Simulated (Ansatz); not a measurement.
ZnO:
```xyz
4
Lattice="3.2312 0.0000 0.0000 -1.6156 2.7983 0.0000 0.0000 0.0000 5.2151" Properties=species:S:1:pos:R:3 pbc="T T T"
Zn     1.6156     0.9328     2.6109
Zn     0.0000     1.8656     0.0033
O      1.6156     0.9328     4.5875
O      0.0000     1.8656     1.9800
```

Tensor components refer to the Cartesian frame of this cell.

Task: Give the proper piezoelectric stress tensor with relaxed ions from PBEsol (plane waves, PAW; program Ansatz).

Result: In C/m², rows x, y, z, Voigt columns; mesh uncertainty up to 0.01.
```
 0.00   0.00   0.00   0.00  -0.50   0.00
 0.00   0.00   0.00  -0.50   0.00   0.00
-0.65  -0.65   1.26   0.00   0.00   0.00
```

The elastic tensor of the same run (GPa):

|  | 1 | 2 | 3 | 4 | 5 | 6 |
|---|---|---|---|---|---|---|
| 1 | 202 | 124 | 109 | 0.0 | 0.0 | 0.0 |
| 2 | 124 | 202 | 109 | 0.0 | 0.0 | 0.0 |
| 3 | 109 | 109 | 216 | 0.0 | 0.0 | 0.0 |
| 4 | 0.0 | 0.0 | 0.0 | 36.1 | 0.0 | 0.0 |
| 5 | 0.0 | 0.0 | 0.0 | 0.0 | 36.1 | 0.0 |
| 6 | 0.0 | 0.0 | 0.0 | 0.0 | 0.0 | 39.2 |

Task: Convert to strain constants d = e·S.

Result: In pC/N:
```
  0.0    0.0    0.0    0.0  -13.7    0.0
  0.0    0.0    0.0  -13.7    0.0    0.0
 -6.0   -6.0   11.9    0.0    0.0    0.0
```

Space group P6_3mc (wurtzite). Symmetry was held in the PBEsol relaxation.

Potentials: the earlier of the program's two PAW sets.
